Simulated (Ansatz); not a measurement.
Al2Au:
```yaml
crystal:
  lattice:
    - [0.00000, 3.03047, 3.03047]
    - [3.03047, 0.00000, 3.03047]
    - [3.03047, 3.03047, 0.00000]
  atoms:
    - { symbol: Au, position: [0.00000, 0.00000, 0.00000] }
    - { symbol: Al, position: [0.25000, 0.25000, 0.25000] }
    - { symbol: Al, position: [0.75000, 0.75000, 0.75000] }
```

Relaxed with PBE.

Problem. Map the electron localisation function on the plane through (0.000, 0.000, 0.000) spanned by u = [1, 0, 0] and v = [-1, 1, 1] in lattice vectors, from plane-wave PAW PBE (Ansatz code).

Solution. x is the fraction of u, y of v (the angle between them is 90°; rows are the nearest grid lines); atoms in the plane: Au at (0.00, 0.00), Al at (0.50, 0.25), Al at (0.50, 0.75).
```
y \ x   0.000  0.0952  0.190  0.286  0.381  0.476  0.524  0.619  0.714  0.810  0.905   1.00
------  -----  ------  -----  -----  -----  -----  -----  -----  -----  -----  -----  -----
1.00    0.789   0.626  0.432  0.346  0.500  0.533  0.533  0.500  0.346  0.432  0.626  0.789
0.933   0.636   0.547  0.382  0.418  0.591  0.571  0.571  0.591  0.418  0.382  0.547  0.636
0.833   0.356   0.328  0.428  0.690  0.472  0.044  0.044  0.472  0.690  0.428  0.328  0.356
0.767   0.320   0.358  0.512  0.608  0.058  0.199  0.199  0.058  0.608  0.512  0.358  0.320
0.700   0.237   0.273  0.377  0.374  0.051  0.049  0.049  0.051  0.374  0.377  0.273  0.237
0.600   0.044   0.062  0.141  0.288  0.435  0.495  0.495  0.435  0.288  0.141  0.062  0.044
0.533   0.014   0.025  0.087  0.243  0.438  0.541  0.541  0.438  0.243  0.087  0.025  0.014
0.467   0.014   0.025  0.087  0.243  0.438  0.541  0.541  0.438  0.243  0.087  0.025  0.014
0.400   0.044   0.062  0.141  0.288  0.435  0.495  0.495  0.435  0.288  0.141  0.062  0.044
0.300   0.237   0.273  0.377  0.374  0.051  0.049  0.049  0.051  0.374  0.377  0.273  0.237
0.233   0.320   0.358  0.512  0.608  0.058  0.199  0.199  0.058  0.608  0.512  0.358  0.320
0.167   0.356   0.328  0.428  0.690  0.472  0.044  0.044  0.472  0.690  0.428  0.328  0.356
0.0667  0.636   0.547  0.382  0.418  0.591  0.571  0.571  0.591  0.418  0.382  0.547  0.636
0.000   0.789   0.626  0.432  0.346  0.500  0.533  0.533  0.500  0.346  0.432  0.626  0.789
```

The density is the valence pseudo-density with augmentation charge, so density and ELF within about 1 Å of a nucleus are not all-electron values.

Space group Fm-3m (fluorite or antifluorite type). The PBE relaxation kept the symmetry of its start; phonons on a q-mesh show no instability. Spin–orbit coupling is left out wherever it is not named.

Potentials: the later of the program's two PAW sets.
